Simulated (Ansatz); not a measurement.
Rh:
```
Rh
1.0
    0.00000     2.73016     2.73016
    2.73016     0.00000     2.73016
    2.73016     2.73016     0.00000
Rh
2
Direct
  0.00000   0.00000   0.00000
  0.25000   0.25000   0.25000
```

Relaxed with r²SCAN. Special points in fractions of this cell's reciprocal vectors: Γ (0.000, 0.000, 0.000); X (0.500, 0.000, 0.500); U (0.625, 0.250, 0.625); K (0.375, 0.375, 0.750); L (0.500, 0.500, 0.500); W (0.500, 0.250, 0.750).

Problem. List the band energies nearest the Fermi level at these points for plane-wave PAW r²SCAN (Ansatz code).

Solution. In eV from the Fermi level; about four levels below and three above (degenerate sets whole), none deeper than 8.9 eV; points with the same levels are listed once.

```
k                                below                above
-  -----------------------------------  -------------------
Γ  -4.23 -4.23 -4.23 -1.53 -1.53 -1.53      0.33 0.33 13.21
X              -2.34 -2.34 -2.34 -2.34  0.32 0.32 2.50 2.50
U              -2.96 -2.65 -2.35 -2.15       0.46 0.66 2.11
L              -3.88 -1.05 -1.05 -0.69       0.05 0.05 2.01
W              -2.90 -2.90 -2.35 -2.35  0.69 0.69 2.85 2.85
```

Space group Fd-3m (diamond). The start of the workflow was typed in or built on a structure type; neither database checked (COD, Materials Project) lists it. It is not the phase usual at ambient conditions (space group No. 225). The r²SCAN relaxation kept the symmetry of its start. At this level the phase is mechanically unstable. The workflow began spin-polarised and lost its moments. Scalar-relativistic: spin–orbit coupling is off unless named, which matters more the heavier the elements.

Potentials: the earlier of the program's two PAW sets.
